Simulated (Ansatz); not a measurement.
ZnS:
```
CELL_PARAMETERS angstrom
      3.80708     0.00000     0.00000
     -1.90354     3.29703     0.00000
      0.00000     0.00000     6.24658
ATOMIC_POSITIONS crystal
  Zn 0.33333 0.66667 0.00035
  Zn 0.66667 0.33333 0.50035
  S  0.33333 0.66667 0.37465
  S  0.66667 0.33333 0.87465
```

Relaxed with r²SCAN. Independent-particle spectrum: no excitons, no local fields, no scissors shift; 0.1 eV broadening; ε₁ of the summed bands alone.

Q: Tabulate the dielectric function from plane-wave PAW r²SCAN (Ansatz code).

A: 

```csv
E (eV),ε₁ xx,ε₂ xx,ε₁ zz,ε₂ zz
0.0,5.47,0.00,5.57,0.00
0.3,5.49,0.00,5.58,0.00
0.6,5.51,0.00,5.61,0.00
0.9,5.57,0.00,5.66,0.00
1.2,5.64,0.00,5.74,0.00
1.5,5.74,0.00,5.84,0.00
1.8,5.88,0.00,5.99,0.00
2.1,6.06,0.00,6.17,0.00
2.4,6.31,0.00,6.43,0.00
2.7,6.75,0.03,6.83,0.00
3.0,7.07,0.50,7.36,0.46
3.3,7.20,0.72,7.47,0.80
3.6,7.46,0.86,7.70,1.01
3.9,7.87,1.00,8.05,1.20
4.2,8.55,1.18,8.60,1.41
4.5,10.06,1.90,9.47,1.72
4.8,10.14,3.58,11.14,2.30
5.1,9.89,5.65,14.39,7.05
5.4,9.93,6.73,9.22,10.11
5.7,9.69,9.83,7.31,10.84
6.0,5.55,9.20,4.65,10.66
6.3,5.96,11.09,2.67,9.86
6.6,2.51,10.10,3.14,8.16
6.9,2.98,7.52,2.66,7.54
7.2,3.63,9.95,2.52,10.53
7.5,-0.69,11.18,-1.43,9.78
7.8,-1.50,8.28,-1.06,7.34
8.1,-1.93,7.39,-0.92,6.82
8.4,-2.04,6.13,-1.76,6.72
8.7,-1.48,5.67,-2.40,6.37
9.0,-2.33,6.30,-2.71,5.39
9.3,-2.98,4.47,-2.77,4.22
9.6,-2.48,3.43,-2.47,3.18
9.9,-1.98,3.05,-1.65,2.72
10.2,-1.54,2.98,-1.13,2.83
10.5,-1.36,3.16,-1.18,3.59
10.8,-1.78,3.14,-1.76,3.23
11.1,-1.91,2.73,-1.88,2.87
11.4,-1.99,2.32,-2.12,2.33
11.7,-1.86,1.77,-1.88,1.74
12.0,-1.43,1.52,-1.45,1.49
```

Q: From ε at 3.7 eV (xx: 7.58 + 0.90i), find n, k, the normal reflectivity and the absorption coefficient.

A: n = 2.76, k = 0.163, R = 22 %, α = 2kE/ħc = 61000 cm⁻¹.

With all bands, ε∞ without local fields is 5.57 (xx = yy), 5.66 (zz). DFPT, with local fields, gives 5.33 (xx = yy), 5.45 (zz).

Space group P6_3mc (wurtzite). The cell was relaxed with r²SCAN under the symmetry of its start.

Potentials: the earlier of the program's two PAW sets. The files were generated under PBE; for other functionals the program regenerates the frozen cores, and for LDA and PBEsol the local potential too.
